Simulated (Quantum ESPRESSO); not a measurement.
RbCl (CsCl type, space group Pm-3m, No. 221) has an indirect gap of 4.94 eV with PBEsol (pw.x of Quantum ESPRESSO, ONCV potentials, no spin-orbit coupling). After an isotropic strain (on all lattice vectors, atoms relaxed) the gap is indirect, 5.04 eV.

Task: Which strain was applied?
A) +2 %
B) -3 %
C) +1 %
D) -1.5 %
E) -0.7 %

Result: E, -0.7 %. Gaps found: -3 %: 5.40 eV (indirect); -1.5 %: 5.16 eV (indirect); -0.7 %: 5.04 eV (indirect); 0 %: 4.94 eV (indirect); 1 %: 4.81 eV (indirect); 2 %: 4.68 eV (indirect).

This is not the ordinary phase of the substance.
